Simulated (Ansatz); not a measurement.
Ni: converged, but where?

The cell (2 atoms) is Ni as a measured crystal structure (space group Fm-3m, primitive cell doubled). Source: COD entry 9012982; the sample's temperature and pressure aren't taken into account, and it need not be the stable phase.

Level of theory: DFT, PBE, PAW, plane waves, scalar-relativistic (Ansatz).

```yaml
crystal:
  lattice:
    - [0.0, 3.5347, 3.5347]
    - [1.76735, 0.0, 1.76735]
    - [1.76735, 1.76735, 0.0]
  atoms:
    - { symbol: Ni, position: [0.0, 0.0, 0.0], spin: 2.0 }
    - { symbol: Ni, position: [0.5, 0.0, 0.0], spin: 2.0 }
  symmetry: { detect: false, time_reversal: true }
magnetization:
  spin_polarized: true
hamiltonian:
  xc: pbe
  pseudopotentials: { kind: paw }
basis:
  ecutwfc: 420
kpoints:
  mp_grid: { grid: [6, 12, 12] }
scf:
  occupations: { method: fermi_dirac, width: 0.05 }
  lower_state_search: "off"
output:
  forces: true
  stress: true
```

It took 42 s on 2 threads of Arm Neoverse V1, with other jobs on the host, peak memory 0.65 GiB.

The end of the output:

```
SCF converged after 13 iterations
Magnetization: 1.3816 μB (18.6908 up, 17.3092 down)
Absolute magnetization: 1.5777 μB (∫|ρ↑−ρ↓|, with the PAW one-centre terms)
Spin contamination: 0.0162 ħ² per cell (⟨S²⟩ above its minimum at these occupations)
Per-site moments (μB) at R_I (Å): [(0.7323, 1.0310), (0.7323, 1.0310)]
Free energy (F): -11679.453308 eV
Harris-Foulkes:  -11679.453308 eV  (|F-HF|=1.46e-11)
Internal energy: -11679.426377 eV  (E = F + TS)
E sigma→0 (E₀):  -11679.439843 eV
Entropy (-TS):   -0.026932 eV (-13.466 meV/atom)
Fermi energy:    17.854703 eV
--- Forces (eV/Å), atoms counted from 1 ---
  atom   1  Ni     0.00000001    -0.00000001    -0.00000001
  atom   2  Ni    -0.00000001     0.00000001     0.00000001
--- Stress (GPa, compression-positive) ---
       -2.231347       0.000000       0.000000
        0.000000      -2.231347      -0.000000
        0.000000      -0.000000      -2.231347
  P = ⅓ Tr σ = -2.2313 GPa (-22.313 kbar)
```

The mesh is too coarse to rank close states of a metal with certainty: differences of some tens of meV/atom may change, at times in sign.

Site moments are taken inside atomic spheres and don't add up to the total.

The run converged. Is this the lowest state of the cell, and if not, what lies lower and how is it reached?

No lower state turned up: it is the lowest of 3 states reached by 13 converged runs, and the next lies 46.5 meV/atom higher (antiferromagnetic, site moments Ni1 0.26, Ni2 -0.26 μB, total 0.00 μB per cell, no gap on the k-mesh). That doesn't prove a ground state. States within about 5 meV/atom are too close for this mesh, smearing and search to settle their order. This multiple of the primitive cell fits some opposed orders; other multiples fit others. Only collinear orders within this cell were tried; the true ground state may need a larger cell.
